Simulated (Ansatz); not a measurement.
A relaxed structure of Cu3Sn. Space group Fm-3m (No. 225), AFLOW prototype AB3_cF16_225_a_bc (D0_3, as in BiF3). Calculation: r2SCAN (plane waves to 500 eV, PAW, scalar-relativistic; Ansatz, a program for electronic structure).

```xyz
4
Lattice="0.0000 3.0408 3.0408 3.0408 0.0000 3.0408 3.0408 3.0408 0.0000" Properties=species:S:1:pos:R:3 pbc="T T T"
Sn     0.0000     0.0000     0.0000
Cu     3.0408     3.0408     3.0408
Cu     1.5204     1.5204     1.5204
Cu     4.5612     4.5612     4.5612
```

For Cu3Sn, the volume per atom is 14.06 Å³ and the band gap is zero (metallic). The shortest distances is Cu–Sn 2.63 Å; Cu–Cu 2.63 Å and the k-mesh comes out as 13×13×13.

Band energies at high-symmetry points (eV from the Fermi level; labels of this space group; no spin-orbit coupling), from −5 eV up to 1.1 eV:

```
point                                                                                              energies
-----  ----------------------------------------------------------------------------------------------------
Γ                 -4.98 -4.98 -4.98 -4.66 -4.66 -3.85 -3.85 -3.85 -3.03 -3.03 -3.03 -3.02 -3.02 -2.77 -2.77
X      -4.89 -4.18 -4.07 -4.07 -4.03 -4.03 -3.33 -3.19 -3.19 -3.18 -3.04 -2.97 -2.72 -2.71 -2.63 -2.63 0.61
U           -4.87 -4.50 -4.23 -3.99 -3.90 -3.88 -3.68 -3.62 -3.47 -3.03 -2.93 -2.78 -2.68 -2.64 -2.51 -1.76
K           -4.87 -4.50 -4.23 -3.99 -3.90 -3.88 -3.68 -3.62 -3.47 -3.03 -2.93 -2.78 -2.68 -2.64 -2.51 -1.76
L                 -4.94 -4.94 -4.26 -4.18 -4.18 -3.98 -3.98 -3.64 -3.64 -3.56 -2.91 -2.91 -2.76 -2.76 -2.57
W                 -4.41 -4.12 -4.12 -4.01 -3.82 -3.82 -3.47 -3.44 -2.85 -2.85 -2.82 -2.76 -2.62 -2.62 -2.58
```

No spin polarisation in the result.

The run could not lose the symmetry of its start.

All atoms sit on sites fixed by symmetry, so only the cell could relax.

The first start was generated by placing the elements on the sites of a structure type. Materials Project lists a structure of Cu3Sn in the same space group, Fm-3m (No. 225); the sites were not compared with it, nor with measured phases.
